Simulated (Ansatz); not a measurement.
CuSe:
```
CuSe
1.0
    1.97038    -3.48928     0.00000
    1.97038     3.48928     0.00000
    0.00000     0.00000    17.16363
Cu Se
6 6
Direct
  0.34757   0.65243   0.61091
  0.65243   0.34757   0.38909
  0.65243   0.34757   0.11091
  0.34757   0.65243   0.88909
  0.41574   0.58426   0.25000
  0.58426   0.41574   0.75000
  0.74356   0.25644   0.25000
  0.25644   0.74356   0.75000
  0.98611   0.01389   0.06988
  0.01389   0.98611   0.93012
  0.01389   0.98611   0.56988
  0.98611   0.01389   0.43012
```

Relaxed with r²SCAN.

Q: Which orbitals make up the states near the Fermi level in DFT-r²SCAN in the program Ansatz with PAW potentials?

A: Within 0.5 eV of the Fermi level: Se 4p 52 %, Cu 3d 42 %. Projections are on Löwdin-orthogonalised atomic valence shells; empty p or d shells of many metals are not among them.

Q: Tabulate the density of states.

A: States/eV per cell of 12 atoms, in 0.25 eV bins, energy from the Fermi level.

```
E (eV)  total  Cu 3d  Se 4p  Cu 4s
------  -----  -----  -----  -----
-7.85    0.00   0.00   0.00   0.00
-7.60    0.00   0.00   0.00   0.00
-7.35    0.00   0.00   0.00   0.00
-7.10    0.00   0.00   0.00   0.00
-6.85    0.00   0.00   0.00   0.00
-6.60    0.00   0.00   0.00   0.00
-6.35    0.51   0.02   0.42   0.07
-6.10    7.87   0.46   5.96   1.33
-5.85    9.66   0.84   7.08   1.54
-5.60    7.02   0.83   4.98   1.07
-5.35    8.12   1.28   5.75   0.87
-5.10    8.57   1.65   5.85   0.82
-4.85    7.48   1.81   4.86   0.59
-4.60    8.76   2.51   5.48   0.57
-4.35   15.84   5.66   9.59   0.36
-4.10   23.90   9.00  14.26   0.36
-3.85   12.83   5.92   6.40   0.37
-3.60    5.30   3.29   1.93   0.05
-3.35   12.14   6.98   4.93   0.11
-3.10    0.00   0.00   0.00   0.00
-2.85    3.55   3.36   0.15   0.02
-2.60   26.10  24.91   0.75   0.23
-2.35   57.24  55.45   0.89   0.49
-2.10   47.63  45.16   1.46   0.32
-1.85   18.16  15.67   1.58   0.35
-1.60   17.36  13.40   2.95   0.38
-1.35   13.68   9.55   3.27   0.33
-1.10   11.59   7.19   3.68   0.28
-0.85   11.48   6.30   4.48   0.23
-0.60   12.21   5.98   5.50   0.18
-0.35    9.21   4.04   4.63   0.11
-0.10    4.26   1.70   2.29   0.07
0.15     3.15   1.19   1.76   0.05
0.40     2.36   0.84   1.38   0.03
0.65     1.56   0.52   0.96   0.02
0.90     0.52   0.16   0.33   0.01
1.15     0.74   0.09   0.48   0.04
1.40     1.76   0.16   1.22   0.09
1.65     4.46   0.33   3.29   0.19
1.90     6.55   0.43   5.04   0.15
2.15     1.83   0.14   1.42   0.04
2.40     0.62   0.05   0.48   0.03
2.65     0.27   0.01   0.06   0.13
2.90     0.32   0.01   0.05   0.16
3.15     0.46   0.01   0.07   0.24
3.40     1.49   0.03   0.20   0.54
3.65     4.07   0.09   0.55   1.16
3.90     6.30   0.13   0.83   1.74
4.15     6.79   0.14   0.97   2.18
4.40     6.25   0.11   0.97   2.16
4.65     5.25   0.08   0.88   1.83
```

Space group Cmcm. The workflow started from a Materials Project entry (that database holds measured and hypothetical structures alike); the Crystallography Open Database copy checked does not list it. COD files the formula under space group No. 194, so this cell is another polymorph or a model. Its standing as an ambient phase is unchecked. The r²SCAN relaxation kept the symmetry of its start; its stability against distortions is not shown here. No spin polarisation was allowed. Scalar-relativistic: spin–orbit coupling is off unless named, which matters more the heavier the elements.

Potentials: the later of the program's two PAW sets.
